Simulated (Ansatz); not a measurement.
**Mg₅CdSe₆: computed properties**

Level of theory: Ansatz, DFT PBE, scalar-relativistic, plane waves, PAW.

Plane waves to 420 eV, a k mesh through Γ of 12×12×2 on the computed 12-atom cell and Gaussian smearing (0.02 eV); no spin polarisation.

The structure is relaxed at this level of theory with its symmetry kept, and needn't be the ground state of this composition.

```xyz
12
Lattice="3.9237 0.0000 0.0000 -1.9618 3.3980 0.0000 0.0000 0.0000 19.2384" Properties=species:S:1:pos:R:3 pbc="T T T"
Mg    0.0000    2.2653   15.9549
Mg    1.9618    1.1327   12.7869
Mg    0.0000    0.0000    9.6192
Mg    0.0000    2.2653    6.4515
Mg    1.9618    1.1327    3.2836
Cd    0.0000    0.0000    0.0000
Se    0.0000    0.0000   14.3694
Se    0.0000    2.2653   11.2028
Se    1.9618    1.1327    8.0356
Se    0.0000    0.0000    4.8690
Se    0.0000    2.2653    1.7134
Se    1.9618    1.1327   17.5251
```

(1) Formation energy from the elements' standard states (uncorrected)?

(2) Kohn–Sham band gap?

(3) Orbital (Löwdin) character of the top 1 eV of the valence band?

(4) Orbital (Löwdin) character of the lowest 1 eV of the conduction band?

(5) Electron masses at the edge by direction of the standard setting (m_e; one valley, along these axes only; no spin-orbit coupling)?

(6) Hole masses at the edge by direction of the standard setting (m_e; one valley, along these axes only; no spin-orbit coupling)?

Answers

(1) -1.108 eV/atom.

(2) 1.10 eV, indirect from A to M.

(3) Se 4p 96 %.

(4) Mg 3s 36 %, Cd 5s 35 %, Se 4p 16 %, unprojected 8 %.

(5) x: 0.22; y: 0.35; z: 0.38.

(6) x: 3.7, 0.20; y: 3.8, 0.20; z: 8.1, 8.1.

Another cell of Mg5CdSe6 relaxed alike, in P-4m2, lies 42 meV/atom lower, so this cell isn't the stable form at this level.

The cell was found from a structure generator's guess, not taken from experiment. Kohn–Sham gaps at this level usually fall short of measured ones. Löwdin shares on free-atom orbitals overweight diffuse shells in the empty bands.
